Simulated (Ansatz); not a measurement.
## Lattice vibrations of InF at Γ at -3.2 GPa

Computed with DFT LDA, scalar-relativistic, plane waves, PAW in Ansatz. Cutoff 420 eV, 12×12×12 k-points (Γ-centred), Fermi-Dirac smearing of 0.15 eV. No spin polarisation. Phonons by linear response, acoustic sum rule imposed.

The cell is fixed (symmetry leaves no force on the atoms) and stands under -3.2 GPa:
```yaml
crystal:
  lattice:
    - [3.27690, 0.00000, 0.00000]
    - [0.00000, 3.27690, 0.00000]
    - [0.00000, 0.00000, 3.27690]
  atoms:
    - { symbol: In, position: [0.00000, 0.00000, 0.00000] }
    - { symbol: F, position: [0.50000, 0.50000, 0.50000] }
```

Its imaginary modes show that this cell, the ideal cubic caesium chloride prototype, isn't a minimum of the energy. In a metal, frequencies and elastic constants depend on the k mesh and the smearing, soft modes and shear constants most. A semilocal functional can close a gap that the real compound has.

Optical modes at Γ; i marks an imaginary frequency:
| frequency (THz) | degeneracy |
| --- | --- |
| 3.84i | 3 |

3 of the 3 optical modes are unstable, so the structure is a saddle point of the energy and would distort without enlarging its cell.